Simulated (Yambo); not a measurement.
A G0W0@PBEsol run in Yambo for MgS2 (space group C2/m, No. 12) under isotropic strain of -1.5 % on all lattice vectors (4×4×4 Γ-centred k mesh, bands 5 to 139 and a 10 Ry block in the screening, 139 bands in G with the Bruneval-Gonze terminator, plasmon pole fitted at 27.2 eV) gives these matrix elements, in eV, at the band edges ((0.25, 0.25, 0.25) → (0, 0, -0.5)):

```
state               E0    <Vxc>     <Σx>  <Σc(E0)>      Z
---------------  -----  -------  -------  --------  -----
valence edge     0.000  -13.312  -16.241     1.589  0.779
conduction edge  1.060  -12.553   -8.092    -3.834  0.786
```

### Question
Solve the linearised quasiparticle equation for both states, give the gap, and say how exchange and correlation each act on it.

### Answer
E = E0 + Z(Σx + Σc − Vxc). Valence: 0.000 + 0.779 × (-16.241 + (1.589) − (-13.312)) = -1.04 eV. Conduction: 1.060 + 0.786 × (-8.092 + (-3.834) − (-12.553)) = 1.55 eV. The gap is 2.60 eV, against 1.06 eV in PBEsol. Replacing Vxc by bare exchange alone would open it by 7.39 eV; correlation takes back 5.42 eV of that, and Z scales what is left. Convergence of the G0W0 settings was not tested. 

Geometry strained from the cell relaxed with PBEsol, atoms relaxed again; primitive cell a = 3.8798 Å, b = 3.8798 Å, c = 4.9993 Å, α = 112.83°, β = 112.83°, γ = 59.90°.

The structure is a Materials Project entry; no match was found in the copy of COD used, and its stability was not checked.
